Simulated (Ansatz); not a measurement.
Relaxed-ion elastic tensor of Li (fcc (Cu type), Fm-3m) in GPa (Voigt order), DFT-LDA in the program Ansatz with PAW potentials; density 0.61 g/cm³, 18.97 Å³ per atom.

```
17.7  13.6  13.6   0.0   0.0   0.0
13.6  17.7  13.6   0.0   0.0   0.0
13.6  13.6  17.7   0.0   0.0   0.0
 0.0   0.0   0.0  10.9   0.0   0.0
 0.0   0.0   0.0   0.0  10.9   0.0
 0.0   0.0   0.0   0.0   0.0  10.9
```

Is the crystal mechanically stable?

Yes: the smallest eigenvalue of C is 4.1 GPa.

Work out the Voigt, Reuss and Hill averages.

K_V = 14.9, K_R = 14.9, K_H = 14.9; G_V = 7.4, G_R = 4.0, G_H = 5.7 GPa.

Give Young's modulus, Poisson's ratio, Pugh's ratio and the universal anisotropy index.

E = 9KG/(3K + G) = 15.1 GPa; ν = 0.33; K/G = 2.63 (ductile by the Pugh limit of 1.75); A_U = 5G_V/G_R + K_V/K_R − 6 = 4.21.

Estimate the sound speeds and the Debye temperature.

v_l = √((K + 4G/3)/ρ) = 6090 m/s, v_t = √(G/ρ) = 3060 m/s, mean 3430 m/s; Θ = (h/k)(3n/4πV)^(1/3) v_m = 383 K.

Give the Zener ratio and Young's modulus along [100], [110] and [111].

A = 2C44/(C11 − C12) = 5.32; 1/E = S11 − 2(S11 − S12 − S44/2)Γ with Γ = 0, 1/4, 1/3 gives 5.9, 14.1, 26.3 GPa.

Solve the Christoffel equation for the three sound speeds along [100], [110], [111].

Eigenvalues of C_ijkl n_j n_l equal ρv². In km/s, slowest first: [100] 4.24, 4.24, 5.39; [110] 1.84, 4.24, 6.61; [111] 2.87, 2.87, 6.97.

The first step of the workflow began from a Materials Project structure, measured or hypothetical; the Crystallography Open Database files this formula in space group No. 225, but the cells were not matched. It is not the phase usual at ambient conditions (space group No. 229). The LDA relaxation kept the symmetry of its start; phonons on a q-mesh show no instability. As this level gives no gap, shear constants depend on the k-mesh and smearing (Fermi–Dirac, 0.1 eV here).

Potentials: the later of the program's two PAW sets.
